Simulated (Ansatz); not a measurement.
Starting cell, PbS (rock salt):

```
PbS
1.0
    0.00000     6.00891     6.00891
    3.00445     3.00445     6.00891
    3.00445     3.00445     0.00000
S Pb
2 2
Direct
  0.00000   0.00000   0.00000
  0.50000   0.00000   0.00000
  0.00000   0.50000   0.50000
  0.50000   0.50000   0.50000
```

A phonon eigenvector at X = (0.5, 0.5, 0.0) is frozen into this cell: atom i moves by Q times the vector below, so Q is the largest atomic displacement, in Å. The cell is held. It is one choice among 2 degenerate patterns. (q is in reciprocal vectors of the primitive cell; the cell shown is doubled to hold the pattern.)

```tsv
atom	x	y	z
S1	0.000	-1.000	0.000
S2	0.000	1.000	0.000
Pb3	0.000	0.013	0.000
Pb4	0.000	-0.013	0.000
```

Level of theory: PBE (plane waves to 420 eV, PAW, scalar-relativistic; Ansatz, a quantum-chemistry and plane-wave program). k mesh 10×10×10 (Γ-centred), Fermi-Dirac smearing 0.05 eV. E stands for the smeared free energy. PbS was relaxed with its symmetry unable to fall. Spin-orbit coupling is left out, though Pb is heavy. The zero of ΔE is the undisplaced structure.

```
Q (Å)   ΔE (eV/cell)
------  ------------
-0.180        0.0311
-0.120        0.0129
-0.060        0.0031
0.000         0.0000
0.060         0.0031
0.120         0.0129
0.180         0.0311
```

### Question
Which DFPT wavenumber at X = (0.5, 0.5, 0.0) belongs to this mode?
A) 84 cm⁻¹
B) 105 cm⁻¹
C) 36 cm⁻¹

### Answer
A, 84 cm⁻¹. The curvature of the scan gives 84 cm⁻¹

(For displaced atoms, the force is minus the slope of the energy, and its curvature is a force constant, which sets phonon frequencies.)
